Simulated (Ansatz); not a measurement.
HgS:
```yaml
crystal:
  lattice:
    - [4.03699, 0.00000, 0.00000]
    - [-2.01850, 3.49614, 0.00000]
    - [0.00000, 0.00000, 9.28108]
  atoms:
    - { symbol: Hg, position: [0.68858, 0.00000, 0.66667] }
    - { symbol: Hg, position: [0.00000, 0.68858, 0.33333] }
    - { symbol: Hg, position: [0.31142, 0.31142, 0.00000] }
    - { symbol: S, position: [0.51732, 0.00000, 0.16667] }
    - { symbol: S, position: [0.00000, 0.51732, 0.83333] }
    - { symbol: S, position: [0.48268, 0.48268, 0.50000] }
```

Relaxed with LDA.

Problem. Map the valence electron density (e/Å³), cut off at 0.8 on the plane through (0.689, 0.000, 0.667) spanned by u = [1, 0, 0] and v = [0, 0, 1] in lattice vectors, from LDA in the plane-wave PAW code Ansatz.

Solution. x is the fraction of u, y of v (the angle between them is 90°; rows are the nearest grid lines); atoms in the plane: Hg at (0.00, 0.00), S at (0.83, 0.50).
```
|999999310000013999999|
|999995210000012599999|
|999963100000001369999|
|443210000000000112344|
|000000000000000000000|
|000000001111000000000|
|000000111221110000000|
|000001234554311000000|
|000001235554322211100|
|321000112333456777643|
|632100011223579999986|
|973100000124799966999|
|973100000124799966999|
|632100011223579999986|
|321000112333456777643|
|000001235554322211100|
|000001234554311000000|
|000000111221110000000|
|000000001111000000000|
|000000000000000000000|
|443210000000000112344|
|999963100000001369999|
|999995210000012599999|
|999999310000013999999|
```
Scale: ten equal steps from 0.033 (start of '0') to 0.800 (end of '9'), in the order '0123456789'; x runs from 0.000 to 1.00, y from 0.000 (bottom) to 1.00 (top).

The density is the valence pseudo-density with augmentation charge, so density and ELF within about 1 Å of a nucleus are not all-electron values.

Space group P3_221. Symmetry was held in the LDA relaxation. A crystal of weakly bound chains computed without a dispersion correction: the cell and the soft elastic constants depend strongly on that. Spin–orbit coupling is left out wherever it is not named.

Potentials: the later of the program's two PAW sets.
